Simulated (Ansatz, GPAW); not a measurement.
This is a calculation of Cu3O2 for GPAW 26.7.0 (ASE script). Atoms were shifted at random by some hundredths of an Å from the given cell, which wasn't relaxed again for these runs. The cell comes from a database or a generator and needn't be the stable form of this composition.

run.py

```python
from ase.dft.bandgap import bandgap
from ase.io import read, write
from ase.units import GPa
from gpaw import GPAW, PW

atoms = read('POSCAR')

calc = GPAW(mode=PW(800),
            xc='PBE',
            kpts={'size': (9, 9, 9), 'gamma': True},
            occupations={'name': 'fermi-dirac', 'width': 0.05},
            nbands=42,
            convergence={'density': 1e-05, 'energy': 1e-05},
            maxiter=150,
            txt='gpaw.txt')
atoms.calc = calc
energy = atoms.get_potential_energy()
forces = atoms.get_forces()
stress = atoms.get_stress()
calc.write('gs.gpw')
write('result.traj', atoms)
print(f'Energy: {energy:.6f} eV')
print('Forces (eV/A):')
print(forces.round(4))
print('Stress (GPa):', (stress / GPa).round(3))
print('Fermi level:', round(calc.get_fermi_level(), 4), 'eV')
print(f'Gap: {bandgap(calc)[0]:.4f} eV, direct: {bandgap(calc, direct=True)[0]:.4f} eV')
```

File POSCAR:

```
Cu3O2
1.0
   -2.0229820000      2.0229820000      3.6736170000
    2.0229820000     -2.0229820000      3.6736170000
    2.0229820000      2.0229820000     -3.6736170000
Cu O
3 2
Direct
    0.0086460000      0.0141220000      0.0238240000
    0.7304760000      0.2477990000      0.4882090000
    0.2634050000      0.7571750000      0.5091040000
    0.5049290000     -0.0037260000      0.5010080000
    0.0084640000      0.5030830000      0.5001970000
```

Potentials or basis: GPAW PAW data sets (gpaw-data 1.2.1), pw.

The run is started by

```bash
$ OMP_NUM_THREADS=1 python run.py
```

Question: What does the same run look like in Ansatz 0.2.0? Potentials or basis there: Ansatz PAW, cutoff 420 eV.

Answer: As run (cutoffs and basis follow the program's own potentials, and thresholds, step limits or extra output files can differ):

File input.yaml:

```yaml
crystal:
  lattice:
    - [-2.022982, 2.022982, 3.673617]
    - [2.022982, -2.022982, 3.673617]
    - [2.022982, 2.022982, -3.673617]
  atoms:
    - { symbol: Cu, position: [0.008646, 0.014122, 0.023824] }
    - { symbol: Cu, position: [0.730476, 0.247799, 0.488209] }
    - { symbol: Cu, position: [0.263405, 0.757175, 0.509104] }
    - { symbol: O, position: [0.504929, -0.003726, 0.501008] }
    - { symbol: O, position: [0.008464, 0.503083, 0.500197] }
hamiltonian:
  xc: pbe
  pseudopotentials: { kind: paw }
kpoints:
  mp_grid: { grid: [9, 9, 9] }
scf:
  occupations: { method: fermi_dirac, width: 0.05 }
output:
  forces: true
  stress: true
  eigenvalues: true
```

Potentials or basis: Ansatz PAW.

The run is started by

```sh
$ ansatz run input.yaml --threads 2 --pin off --max-ram 5120MiB --backend cpu --events-out ev --progress --plain --runs-dir out
```

Both were run:

|  | GPAW | Ansatz |
| --- | --- | --- |
| Pressure | 3.6 GPa | 1.5 GPa |
| Largest force | 1.448 eV/Å | 1.302 eV/Å |

Ansatz's pressure holds a Pulay term of +0.49 GPa for its cutoff of 420 eV, which the other run lacks.

The potentials hold 45 and 69 valence electrons a cell.

Where Ansatz's input types no cutoff or centring, it takes its own default and a Γ-centred mesh.

Pressure is positive in compression.
